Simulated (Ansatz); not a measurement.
SiSn in space group P-6m2 (No. 187; Sn on 1a, Si on 1f), plane-wave PAW PBEsol (Ansatz code), all energies at zero smearing, with the estimated change up to a 700 eV cutoff added, with one set of potentials and settings (totals compare only within such a set). Cell of 2 atoms (1 Sn, 1 Si): -6570.551 eV.

```tsv
element	reference phase	E (eV/atom)
Sn	I4_1/amd, 2 atoms in the cell	-5949.7830
Si	Fd-3m, 2 atoms in the cell	-621.4920
```

Formation energy per atom, worked out: (-6570.551 − 1×(-5949.7830) − 1×(-621.4920))/2 = 0.362 eV/atom (35 kJ per mol of atoms), at 0 K, without zero-point energy or fitted corrections.

The cell is a constructed one: a structure type filled with these elements; neither database checked (COD, Materials Project) lists it. Its standing as an ambient phase is unchecked. The cell keeps a stress of up to 0.2 GPa. The PBEsol relaxation kept the symmetry of its start; whether a distortion lowers the energy is not shown. The references are the lowest solids computed at this level, not always the standard phases. Spin–orbit coupling is left out wherever it is not named.

Potentials: the later of the program's two PAW sets.
